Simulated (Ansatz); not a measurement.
Rb2NaScF6:
```
CELL_PARAMETERS angstrom
      0.00000     4.28529     4.28529
      4.28529     0.00000     4.28529
      4.28529     4.28529     0.00000
ATOMIC_POSITIONS crystal
  Rb 0.75000 0.75000 0.75000
  Rb 0.25000 0.25000 0.25000
  Na 0.50000 0.50000 0.50000
  Sc 0.00000 0.00000 0.00000
  F  0.76470 0.23530 0.23530
  F  0.23530 0.76470 0.76470
  F  0.23530 0.76470 0.23530
  F  0.76470 0.23530 0.76470
  F  0.23530 0.23530 0.76470
  F  0.76470 0.76470 0.23530
```

Relaxed with r²SCAN.

Q: Give the Bader charges and basin volumes of the independent atoms, the program Ansatz at the r²SCAN level (PAW).

A: 

```
atom  Bader charge (e)  Bader volume (Å³)
----  ----------------  -----------------
Rb1              +0.91               24.2
Na3              +0.90                7.8
Sc4              +2.22                8.0
F5               -0.82               15.5
```

Space group Fm-3m. The workflow started from a Materials Project entry (that database holds measured and hypothetical structures alike); the Crystallography Open Database copy checked does not list it. Its standing as an ambient phase is unchecked. Symmetry was held in the r²SCAN relaxation; its stability against distortions is not shown here. No spin polarisation was allowed.

Potentials: the later of the program's two PAW sets.
